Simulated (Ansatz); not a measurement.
## Lattice vibrations of ZnPt₃ at Γ at 15 GPa

Level of theory: DFT LDA, scalar-relativistic, plane waves, PAW in Ansatz 0.2.0. Plane waves to 420 eV; Γ-centred k mesh 12×12×12; Fermi-Dirac smearing of 0.15 eV. No spin polarisation. Phonons by linear response, acoustic sum rule imposed.

The cell, relaxed at 15 GPa:
```
CELL_PARAMETERS angstrom
3.78531 0.00000 0.00000
0.00000 3.78531 0.00000
0.00000 0.00000 3.78531
ATOMIC_POSITIONS crystal
Zn 0.00000 0.00000 0.00000
Pt 0.00000 0.50000 0.50000
Pt 0.50000 0.00000 0.50000
Pt 0.50000 0.50000 0.00000
```

In a metal, frequencies and elastic constants depend on the k mesh and the smearing, soft modes and shear constants most. Spin–orbit coupling is left out, which can shift energies with elements as heavy as these. Other phases may be more stable at this pressure.

(1) Is this structure stable against zone-centre distortions?

(2) List the optical modes at Γ (i marks imaginary ones).

Answers

(1) Yes, at Γ: no optical mode is imaginary. Strains and other wave vectors aren't tested by this run.

(2)
```csv
frequency (cm⁻¹),degeneracy
127,3
159,3
229,3
```

Cost: 1 run of about 4.7 core-minutes, on Arm Neoverse V2 (shared hosts).